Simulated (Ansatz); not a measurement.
Consider the following.

HfO2:
```cif
data_Hf4O8
_chemical_formula_sum 'Hf4 O8'
_space_group_name_H-M_alt 'Pnma'
_space_group_IT_number 62
_space_group_name_Hall '-P 2ac 2n'
_cell_length_a 5.54068
_cell_length_b 3.31669
_cell_length_c 6.46826
_cell_angle_alpha 90.000
_cell_angle_beta 90.000
_cell_angle_gamma 90.000
loop_
_atom_site_label
_atom_site_type_symbol
_atom_site_symmetry_multiplicity
_atom_site_Wyckoff_symbol
_atom_site_fract_x
_atom_site_fract_y
_atom_site_fract_z
_atom_site_occupancy
Hf1 Hf 4 c 0.25212 0.25000 0.39102 1
O1 O 4 c 0.02248 0.25000 0.65959 1
O2 O 4 c 0.13979 0.25000 0.07567 1
```

This is the r²SCAN-relaxed structure.

Task: All from r²SCAN (plane waves, PAW; program Ansatz), unless another level is named. Predict the hole effective mass with spin–orbit coupling.

Result: 0.61, 0.83, 2.3 mₑ (principal values).

Task: Next, the gap with spin–orbit coupling?

Result: 3.92 eV.

Task: Predict the band gap.

Result: 3.98 eV (direct).

Task: Predict the weight of the valence-edge state by species (Voronoi cells).

Result: O 95 %, Hf 5 %.

Task: Predict the weight of the conduction-edge state by species (Voronoi cells).

Result: Hf 59 %, O 41 %.

The workflow started from a Materials Project entry (that database holds measured and hypothetical structures alike); the Crystallography Open Database copy checked does not list it. It is not the phase usual at ambient conditions (space group No. 14, 29). The r²SCAN relaxation kept the symmetry of its start; of distortions, only those at the zone centre were tested. The run is not spin-polarised. Scalar-relativistic: spin–orbit coupling is off unless named, which matters more the heavier the elements.

Potentials: the later of the program's two PAW sets.
